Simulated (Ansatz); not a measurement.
FeBiO3 in space group R3c (No. 161; Bi on 6a, Fe on 6a, O on 18b), PBEsol in the plane-wave PAW code Ansatz. The conduction-band minimum lies at T, with 1 equivalent valley. Second derivatives d²E/dk² of the lowest band at one valley (eV·Å²), along Cartesian directions:

| direction | d²E/dk² |
|---|---|
| [100] | 2.040 |
| [010] | 2.040 |
| [001] | 1.963 |
| [110] | 2.040 |
| [101] | 2.002 |
| [011] | 2.002 |

Find the principal effective masses, the density-of-states mass and the conductivity mass.

Off-diagonal terms follow from H_xy = H[110] − (H_xx + H_yy)/2, and m*/mₑ = 7.620 eV·Å² over each eigenvalue: 3.7, 3.7, 3.9. One valley's DOS mass (m₁m₂m₃)^(1/3) = 3.8, conductivity mass 3/(Σ 1/mᵢ) = 3.8 mₑ.

What effective density of states Nc follows at 300 K for parabolic valleys?

Nc = 2.509e19 × 1 × (3.8)^(3/2) ≈ 1.9e20 cm⁻³.

The cell was relaxed with PBEsol under the symmetry of its start, as lowered by the spin order. Spin order of the final state: antiferromagnetic, chosen from 2 collinear starts compared on coarse meshes (ties went to the first, and starts can fall back to one state), not a proven ground state. Textbook magnetic order: antiferromagnetic. No Hubbard U is applied. Point labels and valley counts follow the cell and symmetry of the run, lower than the named group. Spin–orbit coupling is left out wherever it is not named.

Potentials: the later of the program's two PAW sets.

Edges and masses are those of Kohn–Sham bands, whose gap is no quasiparticle gap.
